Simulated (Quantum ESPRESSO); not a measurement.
NbLi2Ru3AlGa, one run as intended and one with a planted mistake

Simulated, not a measurement. The program is pw.x of Quantum ESPRESSO 7.5 (plane-wave density functional theory). The cell is made up: eight metal atoms on a face-centred cubic lattice, with elements, volume, strain and displacements drawn at random and not relaxed, so it may be unstable or far from any real phase. PseudoDojo standard norm-conserving files set the functional (PBE unless stated); there is no spin polarisation or spin-orbit coupling, the Fermi-Dirac width of 0.25 eV means electrons at about 2900 K, and the masses in the input are unused placeholders. A spin test at this wide smearing found no moment, but such smearing suppresses magnetism that the real alloy may have.

Intended input:

```
&control calculation='scf', pseudo_dir='./dojo.nc.sr.pbe.v0_5.standard.upf', outdir='./o', disk_io='minimal', tprnfor=.true., tstress=.true. /
&system ibrav=0, nat=8, ntyp=5, nbnd=56, ecutwfc=84.00895049, nosym=.true., tot_charge=0,
 occupations='smearing', smearing='fd', degauss=0.0183746611
/
&electrons conv_thr=1.470e-08, electron_maxstep=70, mixing_beta=0.5 /
ATOMIC_SPECIES
Al 1.0 Al.upf
Ga 1.0 Ga.upf
Li 1.0 Li.upf
Nb 1.0 Nb.upf
Ru 1.0 Ru.upf
CELL_PARAMETERS angstrom
-0.0016 1.9596 1.9804
-0.0701 4.0313 -4.0728
-7.9366 -1.9424 1.9695
ATOMIC_POSITIONS angstrom
Nb 0.0965 -0.0186 -0.1034
Li -3.9939 0.0456 -0.0074
Ru -0.0343 2.0919 -2.0222
Al -4.0591 2.0891 -2.0319
Ga -5.9859 0.0052 1.9301
Ru -2.0829 2.0282 -0.043
Ru -5.9643 2.0975 -0.0889
Li -2.0442 4.0589 -2.0609
K_POINTS automatic
8 4 3 1 1 1
```

The log is shortened where brackets say so; the opening notice, blank lines, dates and the lines on written files are dropped, and the path of the files is cut. It prints rydbergs, bohrs and kilobars, and counts compression as positive stress. Its total energy is the free energy E - TS of the whole cell.

Log of the intended run:

```
     Program PWSCF v.7.5
     Parallel version (MPI & OpenMP), running on       4 processor cores
     Number of MPI processes:                 4
     Threads/MPI process:                     1
     [start-up lines left out]
     bravais-lattice index     =            0
     lattice parameter (alat)  =       5.2649  a.u.
     unit-cell volume          =     858.6929 (a.u.)^3
     number of atoms/cell      =            8
     number of atomic types    =            5
     number of electrons       =        83.00
     number of Kohn-Sham states=           56
     kinetic-energy cutoff     =      84.0090  Ry
     charge density cutoff     =     336.0358  Ry
     scf convergence threshold =      1.5E-08
     mixing beta               =       0.5000
     number of iterations used =            8  plain     mixing
     Exchange-correlation= PBE
                           (   1   4   3   4   0   0   0)
     [axes and pseudopotential details left out]
   Cartesian axes
     site n.     atom                  positions (alat units)
         1        Nb     tau(   1) = (   0.0346370  -0.0066761  -0.0371136  )
         2        Li     tau(   2) = (  -1.4335401   0.0163673  -0.0026561  )
         3        Ru     tau(   3) = (  -0.0123114   0.7508507  -0.7258331  )
         4        Al     tau(   4) = (  -1.4569425   0.7498457  -0.7293147  )
         5        Ga     tau(   5) = (  -2.1485334   0.0018664   0.6927754  )
         6        Ru     tau(   6) = (  -0.7476203   0.7279867  -0.0154341  )
         7        Ru     tau(   7) = (  -2.1407805   0.7528607  -0.0319091  )
         8        Li     tau(   8) = (  -0.7337296   1.4568707  -0.7397238  )
     number of k points=    48  Fermi-Dirac smearing, width (Ry)=  0.0184
                       cart. coord. in units 2pi/alat
        k(    1) = (  -0.0793095   0.0869010   0.0018731), wk =   0.0416667
        k(    2) = (   0.1537217   0.0890225  -0.0000379), wk =   0.0416667
     [further k points left out]
     Dense  grid:    89359 G-vectors     FFT dimensions: (  32,  64,  96)
     Estimated max dynamical RAM per process >     252.91 MB
     Estimated total dynamical RAM >     946.21 MB
     Initial potential from superposition of free atoms
     starting charge      82.9811, renormalised to      83.0000
     Starting wfcs are   57 randomized atomic wfcs
     total cpu time spent up to now is        3.6 secs
     per-process dynamical memory:   198.2 Mb
     Self-consistent Calculation
     iteration #  1     ecut=    84.01 Ry     beta= 0.50
     Davidson diagonalization with overlap
     ethr =  1.00E-02,  avg # of iterations =  5.8
     total cpu time spent up to now is       11.9 secs
     total energy              =    -916.86371885 Ry
     estimated scf accuracy    <       1.29601093 Ry
     iteration #  2     ecut=    84.01 Ry     beta= 0.50
     Davidson diagonalization with overlap
     ethr =  1.56E-03,  avg # of iterations =  3.9
     total cpu time spent up to now is       19.1 secs
     total energy              =    -916.01218157 Ry
     estimated scf accuracy    <      17.99730272 Ry
     [iterations 3 to 13 left out]
     iteration # 14     ecut=    84.01 Ry     beta= 0.50
     Davidson diagonalization with overlap
     ethr =  2.32E-10,  avg # of iterations =  2.1
     total cpu time spent up to now is       86.6 secs
     total energy              =    -917.47243015 Ry
     estimated scf accuracy    <       0.00000002 Ry
     iteration # 15     ecut=    84.01 Ry     beta= 0.50
     Davidson diagonalization with overlap
     ethr =  2.58E-11,  avg # of iterations =  2.1
     total cpu time spent up to now is       92.7 secs
     End of self-consistent calculation
     [lines on levels left out]
!    total energy              =    -917.47243014 Ry
     estimated scf accuracy    <          7.2E-09 Ry
     smearing contrib. (-TS)   =      -0.10856148 Ry
     internal energy E=F+TS    =    -917.36386866 Ry
     The total energy is F=E-TS. E is the sum of the following terms:
     one-electron contribution =    -484.48938130 Ry
     hartree contribution      =     281.69758027 Ry
     xc contribution           =    -179.02991699 Ry
     ewald contribution        =    -535.54215064 Ry
     convergence has been achieved in  15 iterations
     Forces acting on atoms (cartesian axes, Ry/au):
     atom    1 type  4   force =    -0.04716180   -0.01052596    0.01690491
     atom    2 type  3   force =    -0.00495159    0.00648790   -0.00835241
     atom    3 type  5   force =     0.01407505   -0.00471226    0.00074121
     atom    4 type  1   force =     0.00801738   -0.04048712    0.03728272
     atom    5 type  2   force =     0.01667345    0.03842799   -0.03574803
     atom    6 type  5   force =     0.02879716    0.02303677   -0.02034619
     atom    7 type  5   force =    -0.01377554   -0.00291706    0.00315083
     atom    8 type  3   force =    -0.00167410   -0.00931025    0.00636695
     Total force =     0.105907     Total SCF correction =     0.000447
     Computing stress (Cartesian axis) and pressure
          total   stress  (Ry/bohr**3)                   (kbar)     P=      -85.68
  -0.00059361   0.00021087  -0.00019419          -87.32       31.02      -28.57
   0.00021087  -0.00057627   0.00027933           31.02      -84.77       41.09
  -0.00019419   0.00027933  -0.00057740          -28.57       41.09      -84.94
     init_run     :      3.43s CPU      3.52s WALL (       1 calls)
     electrons    :     88.91s CPU     89.10s WALL (       1 calls)
     forces       :      0.74s CPU      0.75s WALL (       1 calls)
     stress       :      2.50s CPU      2.50s WALL (       1 calls)
     [timing details left out]
     PWSCF        :   1m35.67s CPU   1m36.00s WALL
     JOB DONE.
```

A second run has one planted mistake: two atoms have their elements exchanged. The input lines that differ:

```
- Al -4.0591 2.0891 -2.0319
+ Ru -4.0591 2.0891 -2.0319
- Ru -2.0829 2.0282 -0.043
+ Al -2.0829 2.0282 -0.043
```

Its log:

```
     Program PWSCF v.7.5
     Parallel version (MPI & OpenMP), running on       4 processor cores
     Number of MPI processes:                 4
     Threads/MPI process:                     1
     [start-up lines left out]
     bravais-lattice index     =            0
     lattice parameter (alat)  =       5.2649  a.u.
     unit-cell volume          =     858.6929 (a.u.)^3
     number of atoms/cell      =            8
     number of atomic types    =            5
     number of electrons       =        83.00
     number of Kohn-Sham states=           56
     kinetic-energy cutoff     =      84.0090  Ry
     charge density cutoff     =     336.0358  Ry
     scf convergence threshold =      1.5E-08
     mixing beta               =       0.5000
     number of iterations used =            8  plain     mixing
     Exchange-correlation= PBE
                           (   1   4   3   4   0   0   0)
     [axes and pseudopotential details left out]
   Cartesian axes
     site n.     atom                  positions (alat units)
         1        Nb     tau(   1) = (   0.0346370  -0.0066761  -0.0371136  )
         2        Li     tau(   2) = (  -1.4335401   0.0163673  -0.0026561  )
         3        Ru     tau(   3) = (  -0.0123114   0.7508507  -0.7258331  )
         4        Ru     tau(   4) = (  -1.4569425   0.7498457  -0.7293147  )
         5        Ga     tau(   5) = (  -2.1485334   0.0018664   0.6927754  )
         6        Al     tau(   6) = (  -0.7476203   0.7279867  -0.0154341  )
         7        Ru     tau(   7) = (  -2.1407805   0.7528607  -0.0319091  )
         8        Li     tau(   8) = (  -0.7337296   1.4568707  -0.7397238  )
     number of k points=    48  Fermi-Dirac smearing, width (Ry)=  0.0184
                       cart. coord. in units 2pi/alat
        k(    1) = (  -0.0793095   0.0869010   0.0018731), wk =   0.0416667
        k(    2) = (   0.1537217   0.0890225  -0.0000379), wk =   0.0416667
     [further k points left out]
     Dense  grid:    89359 G-vectors     FFT dimensions: (  32,  64,  96)
     Estimated max dynamical RAM per process >     252.91 MB
     Estimated total dynamical RAM >     946.21 MB
     Initial potential from superposition of free atoms
     starting charge      82.9811, renormalised to      83.0000
     Starting wfcs are   57 randomized atomic wfcs
     total cpu time spent up to now is        3.6 secs
     per-process dynamical memory:   198.2 Mb
     Self-consistent Calculation
     iteration #  1     ecut=    84.01 Ry     beta= 0.50
     Davidson diagonalization with overlap
     ethr =  1.00E-02,  avg # of iterations =  6.0
     total cpu time spent up to now is       11.7 secs
     total energy              =    -916.93274095 Ry
     estimated scf accuracy    <       1.20682716 Ry
     iteration #  2     ecut=    84.01 Ry     beta= 0.50
     Davidson diagonalization with overlap
     ethr =  1.45E-03,  avg # of iterations =  3.7
     total cpu time spent up to now is       18.7 secs
     total energy              =    -916.20919087 Ry
     estimated scf accuracy    <      13.62091467 Ry
     [iterations 3 to 13 left out]
     iteration # 14     ecut=    84.01 Ry     beta= 0.50
     Davidson diagonalization with overlap
     ethr =  5.25E-10,  avg # of iterations =  2.0
     total cpu time spent up to now is       91.3 secs
     total energy              =    -917.48289111 Ry
     estimated scf accuracy    <       0.00000014 Ry
     iteration # 15     ecut=    84.01 Ry     beta= 0.50
     Davidson diagonalization with overlap
     ethr =  1.72E-10,  avg # of iterations =  1.1
     total cpu time spent up to now is       98.3 secs
     End of self-consistent calculation
     [lines on levels left out]
!    total energy              =    -917.48289111 Ry
     estimated scf accuracy    <       0.00000001 Ry
     smearing contrib. (-TS)   =      -0.10928894 Ry
     internal energy E=F+TS    =    -917.37360217 Ry
     The total energy is F=E-TS. E is the sum of the following terms:
     one-electron contribution =    -507.80930977 Ry
     hartree contribution      =     293.37392810 Ry
     xc contribution           =    -179.06022479 Ry
     ewald contribution        =    -523.87799572 Ry
     convergence has been achieved in  15 iterations
     Forces acting on atoms (cartesian axes, Ry/au):
     atom    1 type  4   force =    -0.02163578   -0.01382372    0.02138889
     atom    2 type  3   force =    -0.01228890   -0.00194145   -0.00004695
     atom    3 type  5   force =     0.01702506   -0.01049501    0.01120349
     atom    4 type  5   force =    -0.01267009   -0.02646757    0.02328999
     atom    5 type  2   force =     0.04543170    0.02702191   -0.02435986
     atom    6 type  1   force =     0.00418536    0.03643070   -0.03939180
     atom    7 type  5   force =    -0.01531495    0.00363527   -0.00327137
     atom    8 type  3   force =    -0.00473241   -0.01436013    0.01118760
     Total force =     0.100483     Total SCF correction =     0.000530
     Computing stress (Cartesian axis) and pressure
          total   stress  (Ry/bohr**3)                   (kbar)     P=      -85.28
  -0.00056560   0.00025167  -0.00022629          -83.20       37.02      -33.29
   0.00025167  -0.00059515   0.00025698           37.02      -87.55       37.80
  -0.00022629   0.00025698  -0.00057833          -33.29       37.80      -85.08
     init_run     :      3.41s CPU      3.51s WALL (       1 calls)
     electrons    :     94.47s CPU     94.73s WALL (       1 calls)
     forces       :      0.99s CPU      1.02s WALL (       1 calls)
     stress       :      3.31s CPU      3.41s WALL (       1 calls)
     [timing details left out]
     PWSCF        :   1m42.26s CPU   1m42.79s WALL
     JOB DONE.
```

|  | intended run | run with the mistake |
| --- | --- | --- |
| free energy (eV) | -12482.848 | -12482.991 |
| entropy term -TS, part of it (eV) | -1.477 | -1.487 |
| pressure (GPa) | -8.57 | -8.53 |
| size of the largest force component (eV/Å) | 1.213 | 1.168 |
| largest change of a force component (eV/Å) |  | 0.739 |
| iterations | 15 | 15 |

For scale, a rerun of the intended cell at a higher cutoff and on a denser mesh moved values by no more than 0.003 eV in energy, 0.04 GPa in stress and 0.008 eV/Å in force, and a second program with other atomic files agreed on that cell to 2 % rms in force and 0.5 GPa in pressure.